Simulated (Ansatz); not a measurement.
## Pd (Fm-3m) as a metal

```xyz
1
Lattice="0.0000 1.9394 1.9394 1.9394 0.0000 1.9394 1.9394 1.9394 0.0000" Properties=species:S:1:pos:R:3 pbc="T T T"
Pd    0.0000    0.0000    0.0000
```

The conventional cell has a = 3.879 Å, b = 3.879 Å, c = 3.879 Å, α = 90.00°, β = 90.00°, γ = 90.00°. Pd (atom 1) has 12 Pd at 2.74 Å as nearest neighbours.

Unless marked otherwise, the numbers come from PBEsol, all-electron LAPW in Ansatz 0.2.0, scalar-relativistic. k mesh 16×16×16, fine mesh 24×24×24, Fermi-Dirac smearing of 0.100 eV, basis error target 1 meV/atom. The cell was relaxed by PAW under this functional.

Levels and slopes are solved on a 24×24×24 mesh, and each state is taken as quadratic over its cell.

**Question.** What is the density of states at the Fermi level, and which bare Sommerfeld coefficient follows?

**Answer.** N(E_F) = 2.63 states/eV/atom (both spins), so γ = (π²/3) k_B² N(E_F) = 6.2 mJ/(mol-atom K²) without electron-phonon or spin-fluctuation enhancement.

**Question.** What Drude plasma energy and σ/τ do the band velocities give?

**Answer.** (ħω_p,α)² = (e²/ε₀VN_k) Σ_nkσ (∂E/∂k_α)² δ(E − E_F) gives ħω_p = (7.51, 7.51, 7.51) eV along x, y, z, and σ/τ = ε₀ω_p² = 11.5×10²⁰ Ω⁻¹m⁻¹s⁻¹ along x. Weighted by the density of states, the mean Fermi speed is 0.263×10⁶ m/s; the surface has an area of 38.7 Å⁻² for each spin direction.

**Question.** Which bands cross the Fermi level, and what do they carry?

**Answer.** 

| band | filled part | N (states/eV/cell) | speed (10⁶ m/s) | 5th to 95th percentile | area (Å⁻²) | filling |
| --- | --- | --- | --- | --- | --- | --- |
| 1 | 1.00 | 0.0449 | 0.436 | 0.22 to 0.64 | 1.09 | nearly full |
| 2 | 0.81 | 2.34 | 0.195 | 0.06 to 0.34 | 25.5 | partly filled |
| 3 | 0.19 | 0.236 | 0.905 | 0.78 to 1.10 | 12 | partly filled |

**Question.** Map the plane k₃ = 0 of the mesh: how many bands lie under the Fermi level at each point, counted from the least on the plane?

**Answer.** k₁ runs to the right and k₂ upwards, each from −½ to ½ with 0 in the middle (the axes needn't be at right angles):
```
011111222222222111111110
111222222222322222222221
112222222222333222222221
112222222223333333333221
112222222223333333333221
122222222233333333333221
122222222333333333333221
122222223333333333333221
122222233333333333333221
222222333333333333333322
222233333333333333333322
223333333333333333333332
222333333333333333333222
222333333333333333322222
112233333333333333222222
112233333333333332222222
112233333333333322222222
112233333333333222222222
112233333333332222222221
112233333333332222222221
112222222233322222222221
112222222222322222222211
001111111122222222211111
001111111122222111111110
```

**Question.** On PAW files the program sums the optical response inside the mesh cells, interband lines and its own Drude term. Where does ε₁ rise through zero (a sharp plasmon if ε₂ is small there), and how much light is reflected?

**Answer.** 

```
Fine mesh                         : 24, 24, 24
Window top                        : 20 eV
Line width                        : 0.15 eV
Drude damping                     : 0.1 eV
ε₁ rises through zero at x        : 7.48 eV
ε₂ there x                        : 1.6
Plasma energy (x, y, z)           : 7.537, 7.537, 7.537 eV
Reflectivity at 1 eV, x-polarised : 0.8395
Reflectivity at 2 eV, x-polarised : 0.7538
Reflectivity at 3 eV, x-polarised : 0.6847
```

The plasma energy here is the program's own sum at the run's smearing; it differs from the value above by up to 0 %, through mesh and smearing.

**Question.** What does PAW give for the same cell?

**Answer.** N(E_F) = 2.63 states/eV/atom and ħω_p,x = 7.51 eV.

Known limits: large density of states at the Fermi level, a magnetic or distorted state may lie lower; these sums move with the mesh, by several per cent and more for small sheets; frozen-core PAW files fitted under PBE, their cores solved anew for the functional of the run.
